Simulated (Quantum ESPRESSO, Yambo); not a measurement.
## LaAlO$_{3}$: DFT and GW levels

```cif
data_AlLaO3
_chemical_formula_sum 'O3 Al1 La1'
_space_group_name_H-M_alt 'P 1'
_space_group_IT_number 1
_cell_length_a 3.78295
_cell_length_b 3.78295
_cell_length_c 3.78295
_cell_angle_alpha 90.000
_cell_angle_beta 90.000
_cell_angle_gamma 90.000
loop_
_space_group_symop_operation_xyz
  'x, y, z'
loop_
_atom_site_label
_atom_site_type_symbol
_atom_site_fract_x
_atom_site_fract_y
_atom_site_fract_z
_atom_site_occupancy
O1 O 0.00000 0.50000 0.00000 1
O2 O 0.50000 0.00000 0.00000 1
O3 O 0.00000 0.00000 0.50000 1
Al1 Al 0.00000 0.00000 0.00000 1
La1 La 0.50000 0.50000 0.50000 1
```

The geometry is that of Materials Project entry mp-5304, symmetrised and not relaxed again.

Starting point: PBEsol (Quantum ESPRESSO, PseudoDojo norm-conserving, 110 Ry, without SOC). G0W0 in Yambo: 4×4×4 Γ-centred k mesh, 105 bands and a 8 Ry block in the screening, 105 bands in G with the Bruneval-Gonze terminator, plasmon pole fitted at 27.2 eV.

The PBEsol gap along the band path is 3.44 eV and the PBEsol gap between the mesh's edge points (R → Γ) comes out as 3.44 eV. The G0W0 gap between the same points is 4.59 eV and the PBEsol smallest direct gap on the mesh (at Γ) is 3.55 eV. The G0W0 direct gap at that point is 4.84 eV.

```
k point  band  E PBEsol (eV)  E QP (eV)  shift (eV)     Z
-------  ----  -------------  ---------  ----------  ----
Γ          VB          -0.11      -0.87       -0.76  0.80
Γ          CB           3.44       3.97        0.53  0.84
X          VB          -1.08      -1.99       -0.91  0.79
X          CB           4.36       7.74        3.38  0.79
M          VB          -0.02      -0.76       -0.73  0.79
M          CB           4.38       7.79        3.41  0.79
R          VB           0.00      -0.62       -0.62  0.79
R          CB           4.53       8.04        3.51  0.79
```

Energies count from the PBEsol valence-band maximum.

Nearest settings tried, and what they do to the gap: 67 bands in W, 67 bands in G: +58 meV; 3 Ry block (33 vectors against 171): +28 meV. Not varied: mesh. So the settings aren't converged at that level.

The 4f states are in the valence at their DFT position. The cell is held in this high symmetry; tilts and polar distortions were not searched.

This is not the ordinary phase of the substance.
